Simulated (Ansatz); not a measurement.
HgO:
```
HgO
1.0
    3.28782     0.00000     0.00000
   -1.64391     2.84734     0.00000
    0.00000     0.00000     3.02335
Hg O
1 1
Direct
  0.00000   0.00000   0.00000
  0.66667   0.33333   0.50000
```

Relaxed with PBEsol. Special points in fractions of this cell's reciprocal vectors: Γ (0.000, 0.000, 0.000); M (0.500, 0.000, 0.000); K (0.333, 0.333, 0.000); A (0.000, 0.000, 0.500); L (0.500, 0.000, 0.500); H (0.333, 0.333, 0.500).

Q: List the band energies nearest the Fermi level at these points for PBEsol in the plane-wave PAW code Ansatz.

A: In eV from the Fermi level; about four levels below and three above (degenerate sets whole), none deeper than 8.9 eV; … stands for higher levels left out; points with the same levels are listed once.

```json
[
 {"k": "Γ", "below": "-2.75 -1.83 -0.69 -0.69", "above": "…"},
 {"k": "M", "below": "-4.79 -3.69 -2.07 -0.28", "above": "2.75 …"},
 {"k": "K", "below": "-4.84 -3.87 -3.52 -0.07", "above": "4.55 …"},
 {"k": "A", "below": "-5.55 -5.55 -3.50 -0.67 -0.67", "above": "3.85 …"},
 {"k": "L", "below": "-4.59 -4.21 -2.84 -2.51", "above": "0.02 2.06 …"},
 {"k": "H", "below": "-4.79 -4.29 -3.16 -1.79", "above": "0.04 2.55 …"}
]
```

Space group P-6m2. A made-up cell: these elements were put on the sites of a structure type; neither database checked (COD, Materials Project) lists it. COD files the formula under space group No. 44, 62, so this cell is another polymorph or a model. Whether it is the stable phase at ambient conditions was not checked. Symmetry was held in the PBEsol relaxation. At this level the phase is mechanically unstable. Scalar-relativistic: spin–orbit coupling is off unless named, which matters more the heavier the elements.

Potentials: the later of the program's two PAW sets.
